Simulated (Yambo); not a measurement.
Yambo input for YOF (space group R-3m, No. 166) (a = 6.6671 Å, b = 6.6671 Å, c = 6.6671 Å, α = 33.08°, β = 33.08°, γ = 33.08°), on PBEsol (Quantum ESPRESSO, PseudoDojo norm-conserving, 84 Ry, no spin-orbit coupling) wavefunctions on a 8×8×8 mesh:

```
optics
chi
dipoles
kernel
FFTGvecs= 40 Ry
Chimod= "HARTREE"
NGsBlkXd= 3 Ry
% QpntsRXd
 1 | 1 |
%
% BndsRnXd
 1 | 69 |
%
GrFnTpXd= "R"
% EnRngeXd
 0.0 | 20.0 | eV
%
% DmRngeXd
 0.2 | 0.2 | eV
%
CGrdSpXd= 50
ETStpsXd= 161
% LongDrXd
 0.0 | 0.0 | 1.0 |
%
```

First lines of the file o-*.eps_q1_inv_rpa_dyson:

```
Absorption @ Q(1):   0.00000000     0.00000000     1.00000000    [q->0 direction]
#
# [ X ] Hartree size     :   43
# [GEN] GF Energies     : Perdew, Burke & Ernzerhof SOL(X)+Perdew, Burke & Ernzerhof SOL(C)
# [GEN] Green`s Function     : Retarded
#
# [GEN] Gauge     : Length
# [GEN] [r,Vnl] included     : yes
#
#    E[1] [eV]     Im(eps)     Re(eps)     Im(eps_o)     Re(eps_o)
#
     0.000000     -0.708963E-8     3.211563     -0.65008E-18     3.549095
     0.125000     0.001025     3.211883     0.001333     3.549510
     0.250000     0.002052     3.212842     0.002669     3.550758
     0.375000     0.003085     3.214444     0.004014     3.552840
     0.500000     0.004125     3.216691     0.005369     3.555765
     0.625000     0.005175     3.219591     0.006741     3.559539
     0.750000     0.006238     3.223149     0.008132     3.564174
     0.875000     0.007317     3.227375     0.009547     3.569683
     1.000000     0.008415     3.232279     0.010991     3.576083
     1.125000     0.009534     3.237875     0.012469     3.583393
     1.250000     0.010679     3.244176     0.013985     3.591636
     1.375000     0.011852     3.251199     0.015545     3.600836
     1.500000     0.013057     3.258963     0.017155     3.611023
     1.625000     0.014299     3.267490     0.018823     3.622231
     1.750000     0.015581     3.276802     0.020554     3.634497
     1.875000     0.016908     3.286927     0.022358     3.647862
     2.000000     0.018286     3.297894     0.024242     3.662374
     2.125000     0.019721     3.309736     0.026217     3.678086
     2.250000     0.021218     3.322491     0.028295     3.695057
     2.375000     0.022784     3.336198     0.030487     3.713355
     2.500000     0.024429     3.350904     0.032808     3.733054
     2.625000     0.026160     3.366660     0.035276     3.754239
     2.750000     0.027988     3.383521     0.037910     3.777006
     2.875000     0.029925     3.401551     0.040733     3.801463
     3.000000     0.031984     3.420821     0.043771     3.827735
     3.125000     0.034181     3.441411     0.047059     3.855962
     3.250000     0.036534     3.463411     0.050634     3.886308
     3.375000     0.039066     3.486924     0.054547     3.918962
     3.500000     0.041803     3.512066     0.058859     3.954146
     3.625000     0.044778     3.538972     0.063647     3.992120
     3.750000     0.048030     3.567798     0.069013     4.033197
     3.875000     0.051610     3.598724     0.075095     4.077756
     4.000000     0.055584     3.631966     0.082083     4.126263
```
(The file goes on to the top of the energy range.) Convergence of the RPA response with its 8×8×8 mesh was not tested.

Geometry of the Materials Project entry, not relaxed at this level.
